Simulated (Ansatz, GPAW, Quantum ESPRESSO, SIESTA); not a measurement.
One calculation of NbTe, 5 ways

```
Te Nb
1.0
     3.70297    0.00000    0.00000
    -1.85149    3.20687    0.00000
     0.00000    0.00000    3.69421
Te Nb
1 1
Direct
  0.66667 0.33333 0.00000
  0.00000 0.00000 0.50000
```

The cell comes from a database or a generator and needn't be the stable form of this composition.

Alike in all runs: task band structure; functional PBEsol; k mesh 8 × 8 × 7; occupations fermi-dirac, width 0.05 eV; no spin polarisation; no spin-orbit coupling. Pressure is positive in compression and, in plane waves, holds the error of the finite cutoff, which Ansatz's Pulay term estimates and takes out.

| program and potentials | plane-wave cutoff (eV) | notes | pressure (GPa) |
| --- | --- | --- | --- |
| Quantum ESPRESSO, PseudoDojo 0.4.1 SR PBE standard | 1116 | potentials made for PBE; 14.5 valence electrons an atom on average | -4.76 |
| SIESTA, files PseudoDojo sr-pbesol-0.4.1-standard, DZP (energy shift 0.003 Ry; two zetas on semicore shells) | - | atomic basis; 14.5 valence electrons an atom on average | -2.50 |
| Ansatz, all-electron LAPW, scalar-relativistic | - | - | -5.25 |
| GPAW, PAW data sets generated for this functional | 600 | 9.5 valence electrons an atom on average | -6.12 |
| Ansatz, PAW datasets made for the crystal | 240 | 14.5 valence electrons an atom on average | -5.25 |

The pressure spans -6.12 (GPAW, PAW data sets generated for this functional) to -2.50 GPa (SIESTA, files PseudoDojo sr-pbesol-0.4.1-standard, DZP (energy shift 0.003 Ry; two zetas on semicore shells)), with all-electron results at -5.25. The pressure on the cell as given of SIESTA, files PseudoDojo sr-pbesol-0.4.1-standard, DZP (energy shift 0.003 Ry; two zetas on semicore shells) lies far from the others; the cause wasn't traced. Rows in atomic bases carry the error of their basis and grid, which can be large.

Differences between rows come from potentials, basis sets and numerical settings, since the functional is the same but for its coding. Runs on potential files found faulty are left out.
